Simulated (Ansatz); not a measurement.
BaAu$_{2}$ in space group P6/mmm (No. 191; Ba on 1a, Au on 2d), a = 4.846 Å, b = 4.846 Å, c = 4.185 Å, α = 90.00°, β = 90.00°, γ = 120.00°.

Relaxed with r²SCAN.

### Question
Which orbitals make up the states near the Fermi level in DFT-r²SCAN in the program Ansatz with PAW potentials?

### Answer
Within 0.5 eV of the Fermi level: Ba 6s 33 %, Au 6s 17 %, Au 5d 6 %, outside the projected shells 43 %. Projections are on Löwdin-orthogonalised atomic valence shells; empty p or d shells of many metals are not among them.

### Question
Tabulate the density of states.

### Answer
States/eV per cell of 3 atoms, in 0.25 eV bins, energy from the Fermi level.

| E (eV) | total | Au 5d | Au 6s | Ba 6s |
|---|---|---|---|---|
| -7.85 | 0.00 | 0.00 | 0.00 | 0.00 |
| -7.60 | 0.00 | 0.00 | 0.00 | 0.00 |
| -7.35 | 0.00 | 0.00 | 0.00 | 0.00 |
| -7.10 | 0.04 | 0.01 | 0.02 | 0.01 |
| -6.85 | 0.21 | 0.04 | 0.11 | 0.05 |
| -6.60 | 0.43 | 0.10 | 0.22 | 0.09 |
| -6.35 | 1.64 | 0.68 | 0.76 | 0.12 |
| -6.10 | 2.34 | 1.28 | 0.91 | 0.08 |
| -5.85 | 3.41 | 2.76 | 0.58 | 0.02 |
| -5.60 | 5.31 | 4.04 | 1.10 | 0.08 |
| -5.35 | 8.48 | 7.94 | 0.43 | 0.04 |
| -5.10 | 10.36 | 10.04 | 0.08 | 0.10 |
| -4.85 | 6.91 | 6.52 | 0.14 | 0.14 |
| -4.60 | 4.54 | 3.98 | 0.35 | 0.10 |
| -4.35 | 5.77 | 5.01 | 0.56 | 0.08 |
| -4.10 | 9.52 | 8.83 | 0.44 | 0.11 |
| -3.85 | 7.87 | 7.24 | 0.45 | 0.07 |
| -3.60 | 10.61 | 9.93 | 0.40 | 0.14 |
| -3.35 | 5.11 | 4.33 | 0.50 | 0.17 |
| -3.10 | 3.09 | 2.10 | 0.73 | 0.13 |
| -2.85 | 1.76 | 0.93 | 0.64 | 0.10 |
| -2.60 | 0.71 | 0.44 | 0.22 | 0.02 |
| -2.35 | 1.00 | 0.65 | 0.29 | 0.01 |
| -2.10 | 1.23 | 0.63 | 0.50 | 0.03 |
| -1.85 | 0.93 | 0.36 | 0.46 | 0.03 |
| -1.60 | 0.76 | 0.24 | 0.39 | 0.04 |
| -1.35 | 0.69 | 0.18 | 0.35 | 0.07 |
| -1.10 | 0.64 | 0.14 | 0.31 | 0.09 |
| -0.85 | 0.63 | 0.11 | 0.28 | 0.13 |
| -0.60 | 0.80 | 0.10 | 0.29 | 0.25 |
| -0.35 | 0.54 | 0.06 | 0.18 | 0.16 |
| -0.10 | 0.67 | 0.05 | 0.17 | 0.26 |
| 0.15 | 1.14 | 0.06 | 0.21 | 0.40 |
| 0.40 | 2.28 | 0.08 | 0.21 | 0.71 |
| 0.65 | 1.78 | 0.06 | 0.19 | 0.40 |
| 0.90 | 1.58 | 0.04 | 0.15 | 0.18 |
| 1.15 | 2.59 | 0.04 | 0.13 | 0.14 |
| 1.40 | 2.35 | 0.04 | 0.06 | 0.06 |
| 1.65 | 2.37 | 0.04 | 0.04 | 0.03 |
| 1.90 | 2.28 | 0.04 | 0.03 | 0.02 |
| 2.15 | 1.84 | 0.04 | 0.02 | 0.02 |
| 2.40 | 1.57 | 0.03 | 0.02 | 0.02 |
| 2.65 | 1.85 | 0.03 | 0.03 | 0.04 |
| 2.90 | 1.43 | 0.02 | 0.04 | 0.04 |
| 3.15 | 0.71 | 0.01 | 0.05 | 0.02 |
| 3.40 | 0.41 | 0.01 | 0.05 | 0.01 |
| 3.65 | 0.79 | 0.01 | 0.05 | 0.01 |
| 3.90 | 1.67 | 0.03 | 0.10 | 0.02 |
| 4.15 | 2.45 | 0.03 | 0.18 | 0.04 |

The first step of the workflow began from a Materials Project structure, measured or hypothetical; the Crystallography Open Database files this formula in space group No. 191, but the cells were not matched. Its standing as an ambient phase is unchecked. Symmetry was held in the r²SCAN relaxation; whether a distortion lowers the energy is not shown. Axis ratios of metals converge slowly with the k-mesh, so a and c are less sure than the volume. Spin–orbit coupling is left out wherever it is not named.

Potentials: the later of the program's two PAW sets.
